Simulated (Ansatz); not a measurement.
Relaxed TiTe2 (CdI2 type):

```
TiTe2
1.0
    7.39463     0.00000     0.00000
   -1.84866     3.20197     0.00000
    0.00000     0.00000     6.38398
Ti Te
2 4
Cartesian
  0.00000   0.00000   0.00000
  3.69732   0.00000   0.00000
  0.00000   2.13465   1.73072
  3.69732   2.13465   1.73072
  1.84866   1.06732   4.65326
  5.54598   1.06732   4.65326
```

The numbers are results of PBE-D3(BJ) (plane waves to 420 eV, PAW, scalar-relativistic; Ansatz, an electronic-structure program), not measurements. k mesh 6×12×6 (Γ-centred), Fermi-Dirac smearing 0.05 eV. With partly filled bands, energies and forces of such displacements shift with the k mesh and the smearing. Spin-orbit coupling is left out, though Te is heavy. TiTe2 is run without spin polarisation. TiTe2 was relaxed with its symmetry unable to fall.

One atom of the cell was then moved (with its periodic images), all else fixed, and the forces (eV/Å) came out as:

```
atom      Fx      Fy      Fz
----  ------  ------  ------
Ti1    0.118   0.014   0.174
Ti2    0.576   0.211  -0.580
Te3   -1.619  -0.480   0.361
Te4    0.604   0.245   0.003
Te5    0.065  -0.016   0.014
Te6    0.254   0.026   0.028
```

Problem. Which atom was moved, and by which vector (Å)?

Solution. Te3, by (0.27, 0.00, 0.00), 0.27 Å in all.

(A displaced cell: forces are minus the slopes of the energy, force constants its curvatures, and phonons follow from these.)
